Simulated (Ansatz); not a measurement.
input.yaml (Ansatz)

```yaml
crystal:
  lattice:
    - [3.0686569396, 0.0, 0.0]
    - [0.0, 3.0686569396, 0.0]
    - [0.0, 0.0, 3.0686569396]
  atoms:
    - { symbol: Sn, position: [0.0, 0.0, 0.0] }
hamiltonian:
  xc: pbesol
  pseudopotentials:
    kind: paw
    azcp:
      Sn: "pseudopotentials/Sn.paw.azcp"
basis:
  ecutwfc: 420
  fft_grid_basis: typed
kpoints:
  mp_grid: { grid: [12, 12, 12], shift: [0, 0, 0] }
magnetization:
  spin_polarized: false
scf:
  occupations: { method: fermi_dirac, width: 0.1 }
  lower_state_search: "off"
output:
  stress: true
```

and its output:

```
Warning: the record states the generating functional pbe (its physics header spells it `PBE`), which answers neither for hamiltonian.xc's functional nor for the pbesol family's — results may be inconsistent (PPs are generated against a specific XC)
Engine: ansatz 0.2.0, aarch64-unknown-linux-gnu
Pseudopotentials: kind: paw
Pseudopotential: Sn, paw, valence charge 14, recommended cutoff 420 eV (normal) 
Functional definition: PBEsol
  exchange = pbesol_x
  correlation = pbesol_c
Crystal: 1 atoms, lattice volume = 28.896 Å³
Basis set: ecut = 420 eV, 587 PW (Γ)
Bands: 11, of which v1, the nominal top of the filled ones, is band 7 counted from 1 (6 counted from 0)
Symmetry: 48 space group operations
Space group: Pm-3m (ITA 221), of the structure as read, at distance tolerance 3.1e-5 Å
k-points: 84 of 1728
Non-local potential: Sn, projectors of the file, l = 0: 2, l = 1: 2, l = 2: 2, l = 3: 2
PAW form: soft (Blöchl's): semilocal exchange-correlation on the pseudo side does not see the compensation charge
PAW frozen core: Sn, regenerated for the run's functional, and the local potential with it (the file was generated under x = pbe(κ = 0.804, μ = 0.2195149727645171), c = pbe(β = 0.06672455060314922))
PAW one-centre angular grid: Sn, 590 points (default); XC on 64 Gauss nodes
Initial density: superposition of atomic densities (neutral atoms: chi_scale 0, normalization atom), corrected by the library's trained network
Initial wavefunctions: pseudopotential atomic-orbital guess
Functional: x = pbesol(κ = 0.804, μ = 0.12345679012345678), c = pbesol(β = 0.046)
SCF iter   1: F=—  HF=-5949.732702 eV  |F-HF|=—  |Δ(HF+E_count)|=         —  Δρ=2.65e-3  dr2=1.40e-3  ethr=1.77e-3  ⟨swp⟩=5.1  Hψ=5532  notcnv=0
SCF iter   2: F=—  HF=-5949.731507 eV  |F-HF|=—  |Δ(HF+E_count)|=   1.19e-3  Δρ=1.33e-3  dr2=4.21e-4  ethr=1.00e-5  ⟨swp⟩=2.5  Hψ=2007  notcnv=0
SCF iter   3: F=—  HF=-5949.731405 eV  |F-HF|=—  |Δ(HF+E_count)|=   1.02e-4  Δρ=2.04e-4  dr2=1.13e-5  ethr=3.01e-6  ⟨swp⟩=2.0  Hψ=1501  notcnv=0
SCF iter   4: F=—  HF=-5949.731402 eV  |F-HF|=—  |Δ(HF+E_count)|=   3.54e-6  Δρ=1.47e-4  dr2=4.47e-6  ethr=8.05e-8  ⟨swp⟩=2.0  Hψ=1517  notcnv=0
SCF iter   5: F=—  HF=-5949.731399 eV  |F-HF|=—  |Δ(HF+E_count)|=   2.64e-6  Δρ=4.62e-5  dr2=4.53e-7  ethr=3.19e-8  ⟨swp⟩=2.1  Hψ=1366  notcnv=0
SCF iter   6: F=-5949.731399 eV  HF=-5949.731399 eV  |F-HF|=1.21e-8  |Δ(HF+E_count)|=   3.02e-7  Δρ=7.02e-6  dr2=9.18e-9  ethr=7.14e-10  ⟨swp⟩=4.8  Hψ=3115  notcnv=0
SCF 1 converged in 6 iterations: F = -5949.731399 eV  dr2 = 9.18e-9
SCF converged after 6 iterations
Free energy (F): -5949.731399 eV
Harris-Foulkes:  -5949.731399 eV  (|F-HF|=1.21e-8)
Internal energy: -5949.707168 eV  (E = F + TS)
E sigma→0 (E₀):  -5949.719284 eV
Entropy (-TS):   -0.024231 eV (-24.231 meV/atom)
Fermi energy:    9.617003 eV
--- Per-component energies (eV) ---
  E_band       = -95.998099
  E_kinetic    = 186.731489
  E_local      = -913.687296  (includes V_loc(G=0)·N_el)
  E_nonlocal   = -30.589805
  E_hartree    = 556.332158
  E_xc         = -379.135900
  E_vxc        = -96.759132  (∫ρ·V_xc dr)
  E_paw        = -4064.871315  (= ΣΔE_a)
  E_vpaw       = -354.361854  (= ΣTr[D̂ρ^β])
  E_aug_tail   = -0.000000  (compensation charges beyond the density's cutoff)
  E_ewald      = -1304.771340
  E_core_change = 0.284840  (= ΣΔE_core)
  E_smearing   = -0.024231  (= −TS)
  E_closure    = -0.000000  (closes the sum)
  Σ components = -5949.731399   (vs F -5949.731399, Δ=0.00e0)
--- Stress (GPa, compression-positive) ---
       -1.665644       0.000000       0.000000
        0.000000      -1.665644      -0.000000
        0.000000       0.000000      -1.665644
  P = ⅓ Tr σ = -1.6656 GPa (-16.656 kbar)
```
